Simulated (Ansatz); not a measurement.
An Ansatz input:

```yaml
crystal:
  lattice:
    - [3.7428346132, 0.0, 0.0]
    - [0.0, 3.7428346132, 0.0]
    - [0.0, 0.0, 3.7428346132]
  atoms:
    - { symbol: B, position: [0.0, 0.0, 0.0] }
    - { symbol: B, position: [0.5, 0.5, 0.5] }
    - { symbol: B, position: [0.25, 0.0, 0.5] }
    - { symbol: B, position: [0.75, 0.0, 0.5] }
    - { symbol: B, position: [0.5, 0.25, 0.0] }
    - { symbol: B, position: [0.5, 0.75, 0.0] }
    - { symbol: B, position: [0.0, 0.5, 0.25] }
    - { symbol: B, position: [0.0, 0.5, 0.75] }
hamiltonian:
  xc: blyp
  pseudopotentials:
    kind: paw
    azcp:
      B: "pseudopotentials/B.paw.azcp"
basis:
  ecutwfc: 420
  fft_grid_basis: typed
kpoints:
  mp_grid: { grid: [7, 7, 7], shift: [0, 0, 0] }
magnetization:
  spin_polarized: false
scf:
  occupations: { method: fermi_dirac, width: 0.1 }
relax:
  max_steps: 60
  f_tol: 0.01
  cell: {}
output:
  write_density: true
  write_potential: true
  elf: true
  volumetric_format: npy
```

and its output:

```
Engine: ansatz 0.2.0, aarch64-unknown-linux-gnu
Pseudopotentials: kind: paw
Pseudopotential: B, paw, valence charge 3, recommended cutoff 420 eV (normal) 
Functional definition: BLYP
  parameter beta = 0.0042
  parameter a = 0.04918
  parameter b = 0.132
  parameter c = 0.2533
  parameter d = 0.349
  exchange = b88_x(beta = beta)
  correlation = lyp_c(a = a, b = b, c = c, d = d)
Crystal: 8 atoms, lattice volume = 52.433 Å³
Basis set: ecut = 420 eV, 1021 PW (Γ), exchange–correlation on 54×54×54 points (8 copies of the dense FFT grid, shifted against one another)
Bands: 20, of which v1, the nominal top of the filled ones, is band 12 counted from 1 (11 counted from 0)
Symmetry: 48 space group operations
Space group: Pm-3n (ITA 223), of the structure as read, at distance tolerance 3.7e-5 Å
k-points: 20 of 343
Non-local potential: B, projectors of the file, l = 0: 2, l = 1: 2, l = 2: 1
PAW form: soft (Blöchl's): semilocal exchange-correlation on the pseudo side does not see the compensation charge
PAW frozen core: B, regenerated for the run's functional, and the local potential with it (the file was generated under x = pbe(κ = 0.804, μ = 0.2195149727645171), c = pbe(β = 0.06672455060314922))
PAW one-centre angular grid: B, 110 points (default); XC on 64 Gauss nodes
Initial density: superposition of atomic densities (neutral atoms: chi_scale 0, normalization atom), corrected by the library's trained network
Initial wavefunctions: pseudopotential atomic-orbital guess
Functional: x = b88, c = lyp
SCF iter   1: F=—  HF=-1235.615108 eV  |F-HF|=—  |Δ(HF+E_count)|=         —  Δρ=1.25e-2  dr2=6.34e-2  ethr=1.77e-3  ⟨swp⟩=4.0  Hψ=1905  notcnv=0  defer=2
SCF iter   2: F=—  HF=-1235.603612 eV  |F-HF|=—  |Δ(HF+E_count)|=   1.15e-2  Δρ=7.20e-3  dr2=1.90e-2  ethr=2.64e-4  ⟨swp⟩=1.1  Hψ=561  notcnv=0  defer=2
SCF iter   3: F=—  HF=-1235.600172 eV  |F-HF|=—  |Δ(HF+E_count)|=   3.44e-3  Δρ=9.91e-4  dr2=3.20e-4  ethr=7.93e-5  ⟨swp⟩=2.0  Hψ=586  notcnv=0  defer=2
SCF iter   4: F=—  HF=-1235.600198 eV  |F-HF|=—  |Δ(HF+E_count)|=   2.59e-5  Δρ=1.05e-4  dr2=3.21e-6  ethr=1.34e-6  ⟨swp⟩=2.0  Hψ=617  notcnv=0  defer=2
SCF iter   5: F=—  HF=-1235.600200 eV  |F-HF|=—  |Δ(HF+E_count)|=   1.50e-6  Δρ=1.42e-5  dr2=4.63e-8  ethr=1.34e-8  ⟨swp⟩=2.0  Hψ=627  notcnv=0  defer=2
...
SCF converged after 3 iterations
Free energy (F): -1235.620064 eV
Harris-Foulkes:  -1235.620064 eV  (|F-HF|=1.14e-12)
Internal energy: -1235.556086 eV  (E = F + TS)
E sigma→0 (E₀):  -1235.588075 eV
Entropy (-TS):   -0.063978 eV (-7.997 meV/atom)
Fermi energy:    13.642551 eV
--- Per-component energies (eV) ---
  E_band       = 144.269963
  E_kinetic    = 377.219847
  E_local      = -27.969455  (includes V_loc(G=0)·N_el)
  E_nonlocal   = 99.757766
  E_hartree    = 4.183488
  E_xc         = -245.325862
  E_vxc        = -290.798598  (∫ρ·V_xc dr)
  E_paw        = -638.558684  (= ΣΔE_a)
  E_vpaw       = -22.306550  (= ΣTr[D̂ρ^β])
  E_aug_tail   = -0.000019  (compensation charges beyond the density's cutoff)
  E_ewald      = -804.869281
  E_core_change = 0.006113  (= ΣΔE_core)
  E_smearing   = -0.063978  (= −TS)
  E_closure    = 0.000000  (closes the sum)
  Σ components = -1235.620064   (vs F -1235.620064, Δ=0.00e0)
--- Forces (eV/Å), atoms counted from 1 ---
  atom   1  B      0.00000000     0.00000000     0.00000000
  atom   2  B     -0.00000000     0.00000000    -0.00000000
  atom   3  B      0.00000000     0.00000000     0.00000000
  atom   4  B     -0.00000000    -0.00000000    -0.00000000
  atom   5  B     -0.00000000    -0.00000000     0.00000000
  atom   6  B      0.00000000     0.00000000     0.00000000
  atom   7  B      0.00000000    -0.00000000    -0.00000000
  atom   8  B     -0.00000000     0.00000000     0.00000000
  max |Σ_I F_I| component: 2.01e-16 eV/Å
--- Stress (GPa, compression-positive) ---
       -0.001022      -0.000000      -0.000000
       -0.000000      -0.001022       0.000000
       -0.000000       0.000000      -0.001022
  P = ⅓ Tr σ = -0.0010 GPa (-0.010 kbar)
--- Band table (eV; the first three rows and the last of 20) ---
  k-point 0: bands = ["-4.4937", "3.7709", "3.7709", "3.7709", "4.3629", "4.3692", "4.3692", "11.1701", "11.1701", "11.2174", "11.2174", "11.2174", "13.6250", "13.6250", "13.6250", "15.6818", "15.6818", "15.6818", "17.0529", "17.9785"]
  k-point 1: bands = ["-4.3153", "1.8433", "3.9512", "3.9512", "4.4773", "4.4905", "6.4290", "9.7993", "10.1918", "10.1918", "10.7009", "12.4587", "13.8142", "13.9227", "13.9227", "16.5119", "16.6989", "16.6989", "17.5023", "17.6921"]
  k-point 2: bands = ["-3.7805", "-0.0651", "4.4758", "4.4758", "4.7853", "4.8174", "7.9236", "8.5342", "8.5342", "8.5438", "10.8095", "13.3756", "14.3193", "14.3193", "14.3752", "16.8483", "17.7533", "17.7533", "17.8773", "18.5519"]
  k-point 19: bands = ["0.2938", "1.4951", "1.4951", "1.5505", "2.6820", "2.6820", "2.8013", "3.9046", "16.1137", "16.1137", "16.4037", "16.5922", "16.5922", "17.3619", "17.3619", "18.0706", "18.3822", "19.1387", "19.1387", "19.4019"]
--- Relaxed structure (5 steps of the walk, 5 accepted, 2 SCFs on fresh bases) ---
  F+E_penalty+E_count = -1235.62006404 eV   max|allowed force component| = 2.524e-16 eV/Å   (the final SCF, on the basis selected at the relaxed cell)
  cell:  # Å, volume = 51.1487 Å³
    - [3.7120314204900415, -1.188659887551497e-33, 2.2569491535787916e-34]
    - [-1.188659887551497e-33, 3.7120314204900415, 3.209883240645393e-35]
    - [2.2569491535787916e-34, 3.209883240645393e-35, 3.7120314204900415]
  atoms:
    - { symbol: B, position: [7.812268819501714e-35, 2.4522216020048273e-35, -2.4656217200485687e-35] }
    - { symbol: B, position: [0.49999999999999994, 0.49999999999999994, 0.49999999999999994] }
    - { symbol: B, position: [0.24999999999999997, 2.130618768955014e-35, 0.49999999999999994] }
    - { symbol: B, position: [0.75, 7.169063153402094e-35, 0.49999999999999994] }
    - { symbol: B, position: [0.49999999999999994, 0.24999999999999997, -3.323229274848072e-35] }
    - { symbol: B, position: [0.49999999999999994, 0.75, -2.89442549744832e-35] }
    - { symbol: B, position: [-8.375073777338892e-35, 0.49999999999999994, 0.24999999999999997] }
    - { symbol: B, position: [-7.946269999939135e-35, 0.49999999999999994, 0.75] }
```

Launched by

```sh
ansatz run input.yaml --threads 4 --pin off --max-ram 8192MiB --backend cpu --events-out ev --progress --plain --runs-dir out
```

On 4 threads of Arm Neoverse N1 (shared host) this took about 4 s of wall time and 14 s of CPU time, with 0.33 GiB at the peak.
